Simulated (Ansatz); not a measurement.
**MnPt$_{3}$: how the free axis answers a strain**

MnPt$_{3}$, Pm-3m, a = 3.873 Å. The structure is a COD entry; whether it is the stable form wasn't checked. Ansatz: PBEsol, PAW, 420 eV, Γ-centred 14×14×14 mesh on 4 atoms, Gaussian smearing 0.10 eV; collinear spin, largest moment 3.7 μB. Series: biaxial strain in the a-b plane, c and atoms relaxed; x is the strain in per cent. y is the change of c in per cent of 3.873 Å.

| x (%) | y (%) |
| --- | --- |
| -3.0 | ? |
| -2.0 | 2.25 |
| -1.0 | 1.12 |
| 0.0 | 0.00 |
| 1.0 | -1.13 |
| 2.0 | -2.30 |
| 3.0 | -3.47 |

Fit y = c1 x + c2 x² to the other rows, say what c1 measures, and predict the missing y.

Least squares on the rows shown. y = −1.136 x − 0.006758 x². With no stress along c, c1 = −2C12/C11 = -1.136. At x = -3.0 the fit asked for gives 3.35 %. The run gave 3.41 %, so the fit is 0.06 % too low, 0.87 % of the span of the series, against an rms of 0.007 % on the fitted rows. The row lies outside the fitted range. With a term in x³ added, a fit to the same known rows predicts 3.37 %, which recovers part of the miss; the known rows don't hold the rest.

Only parallel moments were tried here. Spin–orbit coupling is left out, which can shift energies with elements as heavy as these.

Cost: 7 runs of about 17 core-minutes in all, on AMD EPYC 9R45 (Zen 5) (shared hosts).